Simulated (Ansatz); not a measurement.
# How much do the gradients of MoS2 with oxygen replacing S depend on the method?

Cell: a supercell of MoS2 (space group P6_3/mmc) built from a COD entry, with the ions relaxed around the defect (PBE).

```
Mo O S
1.0
     9.50700    0.00000    0.00000
    -3.16900    5.48887    0.00000
     0.00000    0.00000   12.32400
Mo O S
12 1 23
Direct
  0.11102 0.33328 0.24951
  0.11108 0.83334 0.25004
  0.44429 0.33326 0.25004
  0.44426 0.83319 0.25001
  0.77776 0.33329 0.25001
  0.77775 0.83338 0.24999
  0.21872 0.17265 0.74908
  0.21820 0.65500 0.74910
  0.55408 0.16463 0.74572
  0.55550 0.66749 0.74658
  0.89758 0.17323 0.74938
  0.88980 0.66729 0.74778
  0.11110 0.33320 0.66023
  0.11193 0.83407 0.62174
  0.44012 0.33317 0.62021
  0.43904 0.82612 0.62015
  0.78207 0.33329 0.62100
  0.78269 0.84028 0.62123
  0.22236 0.16637 0.12316
  0.22232 0.66718 0.12316
  0.55546 0.16663 0.12330
  0.55546 0.66660 0.12324
  0.88845 0.16638 0.12313
  0.88882 0.66661 0.12320
  0.11184 0.33380 0.88270
  0.11420 0.83570 0.87360
  0.44368 0.33195 0.87274
  0.44271 0.83276 0.87291
  0.77674 0.33011 0.87317
  0.77812 0.83601 0.87375
  0.22179 0.16699 0.37669
  0.22177 0.66572 0.37667
  0.55544 0.16655 0.37670
  0.55546 0.66666 0.37671
  0.88944 0.16709 0.37664
  0.88893 0.66673 0.37673
```

Atoms are numbered from 1 in the order listed; like atoms form one site, named after its first atom.

First run. All values are calculated (Ansatz; DFT, PBE, plane waves and PAW, scalar-relativistic, 420 eV cutoff, Γ-centred 3×4×2 k-points, Fermi–Dirac smearing 0.01 eV), not measured.

```tsv
site	atom	V_zz (10²¹ V/m²)	η
Mo7	7	-7.02	0.13
Mo8	8	-7.02	0.15
Mo11	11	-7.27	0.12
Mo12	12	-7.58	0.03
O	13	-5.40	0.01
S14	14	-4.79	0.38
S15	15	-4.94	0.25
S16	16	-4.94	0.23
S17	17	-5.02	0.25
S18	18	-5.05	0.23
S26	26	-6.01	0.16
S27	27	-5.83	0.13
S28	28	-5.76	0.15
S31	31	-5.44	0.01
```

Second run. The same atoms and settings, except that the functional is r2SCAN and the cutoff is 500 eV.

Q: What does the second run give?

A: 

```tsv
site	atom	V_zz	η	change of V_zz
Mo7	7	-7.10	0.09	-0.08
Mo8	8	-7.11	0.11	-0.09
Mo11	11	-7.36	0.08	-0.09
Mo12	12	-7.65	0.02	-0.07
O	13	-5.64	0.01	-0.24
S14	14	-4.95	0.34	-0.16
S15	15	-5.08	0.23	-0.14
S16	16	-5.07	0.21	-0.13
S17	17	-5.15	0.23	-0.13
S18	18	-5.18	0.21	-0.13
S26	26	-6.11	0.16	-0.10
S27	27	-5.93	0.14	-0.10
S28	28	-5.85	0.16	-0.09
S31	31	-5.49	0.01	-0.05
```

The largest change of V_zz is on O, from -5.40 to -5.64. In per cent, |V_zz| changes by +1 on Mo, +4 on O, +1 to +3 on S (all sites that start above 0.5). The table leaves out 19 of the 33 sites, with |V_zz| up to 7.74; their tensors move by 0.10 at most along any direction. The statements above cover all sites.

The defect repeats with the cell of 36 atoms, so it feels its images: sites between two images don't show the values beside a lone defect, and zeros or small values of η there can come from the images' arrangement. Mo and S carry a gradient in the pure host already, so the values there aren't the defect's effect alone. The shape of the repeated cell lowers the symmetry of the defect's site from 3m to 1, so η and the spread among like neighbours partly reflect the cell. Without spin–orbit coupling (the program notes it for Mo) the gradients can shift by some per cent, and by up to a factor of two as the program warns, since there is only a small gap.
